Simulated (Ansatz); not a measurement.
Trigonal deformation path in Ta

All numbers below come from DFT LDA, scalar-relativistic, plane waves, PAW in Ansatz. The runs took a 420 eV cutoff, a Γ-centred 22×22×22 mesh and Gaussian smearing (0.15 eV). Spin–orbit coupling is left out, which can shift energies with elements as heavy as these. No spin polarisation. Energies are free energies at this smearing, counted from the undisturbed cell; pressure is positive in compression.

The undisturbed cell (as given, not relaxed at this level; it stands at -9.0 GPa):

```
Ta
1.0
    -1.65128    1.65128    1.65128
     1.65128   -1.65128    1.65128
     1.65128    1.65128   -1.65128
Ta
1
Cartesian
  0.0000 0.0000 0.0000
```

At fixed volume and fractional coordinates, lengths along (0.577, 0.577, 0.577) are scaled against those across it; ρ is that ratio over its starting value. The cell is metallic on the mesh throughout. At ρ = 2.000 the cell becomes cubic (Pm-3m), and there the slope of the energy vanishes by symmetry. At -9 GPa the given cell is far from its own equilibrium, so these figures belong to a strongly strained crystal.

```csv
ρ,ΔE (meV/atom),pressure (GPa)
0.500,8823.3,172.2
0.600,3178.9,61.1
0.710,937.5,14.1
0.850,117.7,-5.7
0.930,20.8,-8.5
1.000,0.0,-9.0
1.200,121.0,-6.4
1.410,453.2,1.1
1.700,964.0,9.5
2.000,1166.3,13.5
```